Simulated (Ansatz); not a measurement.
Zr2B:
```cif
data_BZr2
_chemical_formula_sum 'Zr2 B1'
_space_group_name_H-M_alt 'P 1'
_space_group_IT_number 1
_cell_length_a 5.80345
_cell_length_b 5.80345
_cell_length_c 5.80345
_cell_angle_alpha 34.687
_cell_angle_beta 34.687
_cell_angle_gamma 34.687
loop_
_space_group_symop_operation_xyz
  'x, y, z'
loop_
_atom_site_label
_atom_site_type_symbol
_atom_site_fract_x
_atom_site_fract_y
_atom_site_fract_z
_atom_site_occupancy
Zr1 Zr 0.74675 0.74675 0.74675 1
Zr2 Zr 0.25325 0.25325 0.25325 1
B1 B 0.00000 0.00000 0.00000 1
```

Relaxed with r²SCAN.

Tabulate the valence density and the electron localisation function along the shortest Zr–B contact (2.39 Å), the program Ansatz at the r²SCAN level (PAW).



| distance from Zr (Å) | density (e/Å³) | ELF |
|---|---|---|
| 0.24 | 4.05 | 0.33 |
| 0.36 | 4.22 | 0.58 |
| 0.48 | 3.84 | 0.73 |
| 0.60 | 3.02 | 0.78 |
| 0.72 | 2.07 | 0.74 |
| 0.84 | 1.28 | 0.59 |
| 0.96 | 0.78 | 0.38 |
| 1.07 | 0.52 | 0.25 |
| 1.19 | 0.42 | 0.27 |
| 1.31 | 0.41 | 0.42 |
| 1.43 | 0.45 | 0.60 |
| 1.55 | 0.52 | 0.71 |
| 1.67 | 0.59 | 0.71 |
| 1.79 | 0.67 | 0.61 |
| 1.91 | 0.70 | 0.41 |
| 2.03 | 0.65 | 0.17 |
| 2.15 | 0.53 | 0.03 |

The density is the valence pseudo-density with augmentation charge, so density and ELF within about 1 Å of a nucleus are not all-electron values.

Space group R-3m. The start of the workflow was typed in or built on a structure type; neither database checked (COD, Materials Project) lists it. Its standing as an ambient phase is unchecked. The cell was relaxed with r²SCAN under the symmetry of its start; its stability against distortions is not shown here. No spin polarisation was allowed. The volume moved by -17 % from the start of the relaxation.

Potentials: the earlier of the program's two PAW sets. The files were generated under PBE; for other functionals the program regenerates the frozen cores, and for LDA and PBEsol the local potential too.
